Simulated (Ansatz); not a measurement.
Au:
```
Au
1.0
    0.00000     3.08209     3.08209
    3.08209     0.00000     3.08209
    3.08209     3.08209     0.00000
Au
2
Direct
  0.00000   0.00000   0.00000
  0.25000   0.25000   0.25000
```

Relaxed with PBE. Special points in fractions of this cell's reciprocal vectors: Γ (0.000, 0.000, 0.000); X (0.500, 0.000, 0.500); U (0.625, 0.250, 0.625); K (0.375, 0.375, 0.750); L (0.500, 0.500, 0.500); W (0.500, 0.250, 0.750).

Task: List the band energies nearest the Fermi level at these points for DFT-PBE with spin–orbit coupling in the program Ansatz with PAW potentials.

Result: In eV from the Fermi level; about four levels below and three above (degenerate sets whole), none deeper than 8.9 eV; points with the same levels are listed once.

| k | below | above |
|---|---|---|
| Γ | -1.22 -1.22 -1.22 -1.22 | 7.81 7.81 8.36 8.36 |
| X | -1.18 -1.18 -1.18 -1.18 | 0.23 0.23 0.23 0.23 |
| U | -0.89 -0.89 -0.04 -0.04 | 0.34 0.34 2.19 2.19 |
| L | -0.86 -0.86 -0.34 -0.34 | 5.87 5.87 7.14 7.14 |
| W | -1.18 -1.18 -0.82 -0.82 | 0.20 0.20 0.21 0.21 |

Space group Fd-3m (diamond). The start of the workflow was typed in or built on a structure type; neither database checked (COD, Materials Project) lists it. It is not the phase usual at ambient conditions (space group No. 225). The PBE relaxation kept the symmetry of its start; its stability against distortions is not shown here.

Potentials: the earlier of the program's two PAW sets.
